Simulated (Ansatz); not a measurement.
CdS:
```
CdS
1.0
    4.19635     0.00000     0.00000
   -2.09818     3.63415     0.00000
    0.00000     0.00000     6.82869
Cd S
2 2
Cartesian
  2.09818   1.21138   3.41586
  0.00000   2.42276   0.00152
  2.09818   1.21138   5.98724
  0.00000   2.42276   2.57290
```

Relaxed with PBE. Special points in fractions of this cell's reciprocal vectors: Γ (0.000, 0.000, 0.000); M (0.500, 0.000, 0.000); K (0.333, 0.333, 0.000); A (0.000, 0.000, 0.500); L (0.500, 0.000, 0.500); H (0.333, 0.333, 0.500).

Q: List the band energies nearest the valence-band maximum at these points for DFT-PBE in the program Ansatz with PAW potentials.

A: In eV from the valence-band maximum; about four levels below and three above (degenerate sets whole), none deeper than 8.9 eV; points with the same levels are listed once.

```
k                        below                above
-  ---------------------------  -------------------
Γ  -0.69 -0.69 -0.04 0.00 0.00  1.11 2.74 6.47 6.47
M      -2.44 -1.72 -1.18 -0.69       3.62 3.88 5.12
K      -2.85 -1.70 -1.70 -1.51       4.75 4.93 4.93
A      -0.36 -0.36 -0.36 -0.36  2.76 2.76 6.11 6.11
L      -1.24 -1.24 -1.23 -1.23  3.46 3.46 5.35 5.35
H      -2.24 -2.24 -1.03 -1.03  4.30 4.30 6.10 6.10
```

Space group P6_3mc (wurtzite). The PBE relaxation kept the symmetry of its start. Scalar-relativistic: spin–orbit coupling is off unless named, which matters more the heavier the elements.

Potentials: the later of the program's two PAW sets.
